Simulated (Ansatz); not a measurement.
MgO:
```yaml
crystal:
  lattice:
    - [3.30273, 0.00000, 0.00000]
    - [-1.65136, 2.86025, 0.00000]
    - [0.00000, 0.00000, 5.02073]
  atoms:
    - { symbol: Mg, position: [0.33333, 0.66667, 0.00374] }
    - { symbol: Mg, position: [0.66667, 0.33333, 0.50374] }
    - { symbol: O, position: [0.33333, 0.66667, 0.40086] }
    - { symbol: O, position: [0.66667, 0.33333, 0.90086] }
```

Relaxed with PBEsol. Special points in fractions of this cell's reciprocal vectors: Γ (0.000, 0.000, 0.000); M (0.500, 0.000, 0.000); K (0.333, 0.333, 0.000); A (0.000, 0.000, 0.500); L (0.500, 0.000, 0.500); H (0.333, 0.333, 0.500).

**Question.** List the band energies nearest the valence-band maximum at these points for the program Ansatz at the PBEsol level (PAW).

**Answer.** In eV from the valence-band maximum; about four levels below and three above (degenerate sets whole), none deeper than 8.9 eV; … stands for higher levels left out; points with the same levels are listed once.

```json
[
 {"k": "Γ", "below": "-0.72 -0.72 -0.40 -0.40 0.00", "above": "3.36 8.39 10.15"},
 {"k": "M", "below": "-1.74 -1.26 -0.81 -0.49", "above": "7.66 7.93 9.10"},
 {"k": "K", "below": "-1.93 -1.93 -1.29 -1.19 -1.19", "above": "8.17 8.18 …"},
 {"k": "A", "below": "-0.57 -0.57 -0.57 -0.57", "above": "5.86 5.86 …"},
 {"k": "L", "below": "-0.89 -0.89 -0.71 -0.71", "above": "7.23 7.23 …"},
 {"k": "H", "below": "-2.10 -2.10 -0.37 -0.37", "above": "8.34 8.34 …"}
]
```

Space group P6_3mc (wurtzite). The workflow started from a Materials Project entry (that database holds measured and hypothetical structures alike); the Crystallography Open Database copy checked does not list it. It is not the phase usual at ambient conditions (space group No. 225). The cell was relaxed with PBEsol under the symmetry of its start; phonons on a q-mesh show no instability.

Potentials: the later of the program's two PAW sets.
